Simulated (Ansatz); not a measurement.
ZrRu:
```cif
data_RuZr
_chemical_formula_sum 'Ru1 Zr1'
_space_group_name_H-M_alt 'P 1'
_space_group_IT_number 1
_cell_length_a 3.73843
_cell_length_b 3.73843
_cell_length_c 3.73843
_cell_angle_alpha 60.000
_cell_angle_beta 60.000
_cell_angle_gamma 60.000
loop_
_space_group_symop_operation_xyz
  'x, y, z'
loop_
_atom_site_label
_atom_site_type_symbol
_atom_site_fract_x
_atom_site_fract_y
_atom_site_fract_z
_atom_site_occupancy
Ru1 Ru 0.00000 0.00000 0.00000 1
Zr1 Zr 0.50000 0.50000 0.50000 1
```

Relaxed with PBEsol.

### Question
Which orbitals make up the states near the Fermi level in the program Ansatz at the PBEsol level (PAW)?

### Answer
Within 0.5 eV of the Fermi level: Ru 4d 60 %, Zr 4d 28 %, Ru 5s 5 %. Projections are on Löwdin-orthogonalised atomic valence shells; empty p or d shells of many metals are not among them.

### Question
Tabulate the density of states.

### Answer
States/eV per cell of 2 atoms, in 0.25 eV bins, energy from the Fermi level.

```
E (eV)  total  Ru 4d  Zr 4d  Ru 5s
------  -----  -----  -----  -----
-5.85    0.00   0.00   0.00   0.00
-5.60    0.05   0.00   0.00   0.02
-5.35    0.10   0.00   0.00   0.04
-5.10    0.14   0.00   0.00   0.05
-4.85    0.18   0.00   0.00   0.07
-4.60    0.22   0.01   0.01   0.08
-4.35    0.51   0.15   0.12   0.10
-4.10    0.87   0.33   0.25   0.12
-3.85    1.12   0.46   0.34   0.13
-3.60    1.47   0.65   0.45   0.15
-3.35    2.01   0.95   0.63   0.18
-3.10    3.47   1.81   1.09   0.24
-2.85    3.77   2.00   1.08   0.31
-2.60    3.76   2.02   1.18   0.19
-2.35    2.89   1.87   0.78   0.07
-2.10    3.92   2.77   0.93   0.06
-1.85    3.13   2.19   0.79   0.06
-1.60    3.23   2.24   0.80   0.10
-1.35    4.10   3.26   0.61   0.09
-1.10    2.35   1.71   0.47   0.07
-0.85    2.44   1.75   0.51   0.06
-0.60    3.15   2.38   0.56   0.09
-0.35    3.53   2.56   0.67   0.17
-0.10    1.63   1.10   0.37   0.08
0.15     0.77   0.24   0.41   0.04
0.40     1.31   0.39   0.64   0.09
0.65     1.17   0.36   0.53   0.09
0.90     1.16   0.32   0.57   0.06
1.15     1.22   0.30   0.67   0.04
1.40     1.31   0.28   0.81   0.04
1.65     1.27   0.26   0.83   0.04
1.90     1.21   0.24   0.78   0.10
2.15     1.78   0.42   1.07   0.17
2.40     2.51   0.65   1.47   0.21
2.65     2.55   0.62   1.57   0.17
2.90     2.67   0.56   1.76   0.15
3.15     1.82   0.38   1.20   0.09
3.40     2.08   0.33   1.59   0.06
3.65     3.66   0.54   2.96   0.05
3.90     2.94   0.54   2.17   0.07
4.15     2.79   0.59   1.87   0.09
4.40     2.54   0.62   1.58   0.10
4.65     1.56   0.21   0.88   0.11
```

Space group Fm-3m (rock salt). The start of the workflow was typed in or built on a structure type; neither database checked (COD, Materials Project) lists it. COD files the formula under space group No. 221. Its standing as an ambient phase is unchecked. The PBEsol relaxation kept the symmetry of its start. At this level the phase is mechanically unstable. The run is not spin-polarised. Scalar-relativistic: spin–orbit coupling is off unless named, which matters more the heavier the elements.

Potentials: the later of the program's two PAW sets.
